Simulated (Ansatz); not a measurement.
# Computed energy against volume: VO2 (rutile)

VO₂ (rutile)

```xyz
6
Lattice="4.5372 0.0000 0.0000 0.0000 4.5372 0.0000 0.0000 0.0000 2.8031" Properties=species:S:1:pos:R:3 pbc="T T T"
V      0.0000     0.0000     0.0000
V      2.2686     2.2686     1.4016
O      1.3565     1.3565     0.0000
O      3.6251     0.9121     1.4016
O      0.9121     3.6251     1.4016
O      3.1807     3.1807     0.0000
```

The volume is varied about the relaxed value V₀ at fixed cell shape. The atoms relax within the cell's symmetry.

Computed with PBEsol (plane waves to 420 eV, PAW, scalar-relativistic; Ansatz, a first-principles code). k mesh 10×10×17 (Γ-centred), Fermi-Dirac smearing 0.05 eV. The energy includes the smearing's −TS. Compression counts positive. With the shape held, the modulus is that of even scaling; a crystal free to change shape is softer. Relaxed VO2 ends ferromagnetic. The PAW data are Ansatz's earlier set. This is a high-temperature form of VO2. VO2 is run spin-polarised and with no Hubbard U. VO2 was relaxed with its symmetry unable to fall. The magnetic order is the one the run started from; other orders were not tried. The zero of ΔE is the relaxed starting cell.

| V/V₀ | ΔE (kJ/mol of atoms) | P (GPa) | moment (μB/cell) |
|---|---|---|---|
| 0.900 | 8.7 | 33.3 | 1.68 |
| 0.925 | 4.7 | 23.1 | 1.78 |
| 0.950 | 2.0 | 14.3 | 1.87 |
| 0.975 | 0.5 | 6.7 | 1.93 |
| 1.000 | 0.0 | 0.0 | 1.97 |
| 1.025 | 0.4 | -5.8 | 1.99 |
| 1.050 | 1.6 | -10.8 | 2.00 |
| 1.075 | 3.5 | -15.0 | 2.00 |
| 1.100 | 6.0 | -18.6 | 2.00 |

Read from the data:

```
Item                                                                          Value
---------------------------------------------------------------------  ------------
Pressure at the smallest volume                                            33.3 GPa
Energy cost of the largest compression                                  91 meV/atom
Energy cost of the largest expansion                                    62 meV/atom
Bulk modulus at fixed cell shape B₀ (third-order Birch-Murnaghan fit)       247 GPa
Pressure derivative B₀′ (fit)                                                   4.7
Equilibrium volume of the fit                                          9.62 Å³/atom
Pressure for 5 % compression (fit)                                         14.3 GPa
```

The 9 points together took about 13 core-minutes (a rough figure).

(A scan under strain: stresses follow from slopes of the energy per volume, elastic moduli from its curvatures.)
